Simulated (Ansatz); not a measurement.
Is this K₂HBr structure stable?

It was reached by relaxing an invented guess, and it needn't be the stable form of this composition.

These are results of Ansatz, DFT PBE, scalar-relativistic, plane waves, PAW, not measurements. Plane waves to 420 eV, a 6×6×4 mesh through Γ for the 4-atom cell and 0.02 eV Gaussian smearing; no spin polarisation.

```
K H Br
1.0
     4.31464    0.00000    0.00000
    -2.15732    3.73659    0.00000
     0.00000    0.00000    7.71645
K H Br
2 1 1
Direct
  0.66667 0.33333 0.27512
  0.66667 0.33333 0.72488
  0.33333 0.66667 0.50000
  0.00000 0.00000 0.00000
```

The zero of energy is the elements' standard structures at the same level (H₂ as a molecule); no fitted shifts are applied. The references include crystalline Br.

Question: These tests were run: energy against the elements; phonons on a 2×2×1 q mesh; elastic tensor. What do they show?

Answer:

| test | result |
| --- | --- |
| energy against the elements | −0.918 eV/atom |
| phonons on a 2×2×1 q mesh | no imaginary mode on the mesh, but the interpolation dips to 7i cm⁻¹ between its points |
| elastic tensor | least eigenvalue 0 GPa |

It fails none of these tests. Other phases of the system weren't compared here, so this isn't yet thermodynamic stability.

The reference form of Br is held partly by dispersion forces, which this level lacks. With hydrogen, zero-point motion can shift formation energies by some tens of meV/atom. The run for the phonons used a 6×6×4 k mesh. The run for the elastic tensor used a 6×6×4 k mesh.
